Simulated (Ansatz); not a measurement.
TiB$_{2}$ (AlB2 type, space group P6/mmm)

```
TiB2
1.0
    3.02488     0.00000     0.00000
   -1.51244     2.61962     0.00000
    0.00000     0.00000     3.22383
Ti B
1 2
Direct
  0.00000   0.00000   0.00000
  0.33333   0.66667   0.50000
  0.66667   0.33333   0.50000
```

The atoms are displaced by Q × the pattern below (from a DFPT mode at Γ, largest move 1; Q in Å), at fixed cell. It is one choice among 3 degenerate patterns.

```csv
atom,x,y,z
Ti1,0.000,0.000,0.452
B2,0.000,0.000,-1.000
B3,0.000,0.000,-1.000
```

Level of theory: r2SCAN (plane waves to 500 eV, PAW, scalar-relativistic; Ansatz, a quantum-chemistry and plane-wave program). k mesh 18×18×14 (Γ-centred), Fermi-Dirac smearing 0.05 eV. The energy includes the smearing's −TS. With partly filled bands, energies and forces of such displacements shift with the k mesh and the smearing. The PAW data are Ansatz's earlier set. TiB2 is run without spin polarisation. TiB2 was relaxed with its symmetry unable to fall. ΔE is measured from the undisplaced structure.

Successive frames, forces in eV/Å:

| frame | ΔE (meV/cell) | F on Ti1 | F on B2 | F on B3 |
|---|---|---|---|---|
| Q = 0.120 Å | 229 | (0.000, 0.000, -2.668) | (0.000, 0.000, 1.334) | (0.000, 0.000, 1.334) |
| Q = 0.090 Å | 128 | (0.000, 0.000, -1.976) | (0.000, 0.000, 0.988) | (0.000, 0.000, 0.988) |
| Q = 0.060 Å | 57 | (0.000, 0.000, -1.304) | (0.000, 0.000, 0.652) | (0.000, 0.000, 0.652) |

### Question
What are the energy and the forces in the next frame, Q = 0.030 Å?

### Answer
ΔE (meV/cell) = 14.

```json
[
 {"atom": "Ti1", "Fx": "0.000", "Fy": "0.000", "Fz": "-0.647"},
 {"atom": "B2", "Fx": "0.000", "Fy": "0.000", "Fz": "0.324"},
 {"atom": "B3", "Fx": "0.000", "Fy": "0.000", "Fz": "0.324"}
]
```

(For displaced atoms, the force is minus the slope of the energy, and its curvature is a force constant, which sets phonon frequencies.)
